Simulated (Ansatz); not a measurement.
Values for one crystal, relaxed and computed with DFT-r²SCAN in the program Ansatz with PAW potentials; other levels are named.

| Item | Value |
|---|---|
| Volume per atom | 15.18 Å³ |
| Band gap | 3.48 eV (indirect) |
| Formation energy from the elements (no fitted shifts) | -1.21 eV/atom |
| Valence-band maximum | at Γ |
| Smallest direct gap on the standard path | 3.62 eV |
| Conduction-band minimum | off the standard path, at k = (0.302, 0.000, -0.354) in fractions of the reciprocal vectors |

Question: Pick the material that matches.
A. CdTeO3, P2_1/c (Pearson symbol mP40)
B. Ta2Mo2O11, R-3m (Pearson symbol hR15)
C. CdGa2Te4, I-4 (Cd on 2a, Ga on 2d, Ga on 2b, Te on 8g)
D. Ba2InOsO6, Fm-3m (Ba on 8c, In on 4b, Os on 4a, O on 24e)

Answer: A, CdTeO3, P2_1/c (Pearson symbol mP40)

The workflow started from a Materials Project entry (that database holds measured and hypothetical structures alike); the Crystallography Open Database copy checked does not list it. COD files the formula under space group No. 62. Its standing as an ambient phase is unchecked. The cell was relaxed with r²SCAN under the symmetry of its start; whether a distortion lowers the energy is not shown. The references are the lowest solids computed at this level, not always the standard phases (solids in place of the gases). Spin–orbit coupling is left out wherever it is not named.

Potentials: the later of the program's two PAW sets.
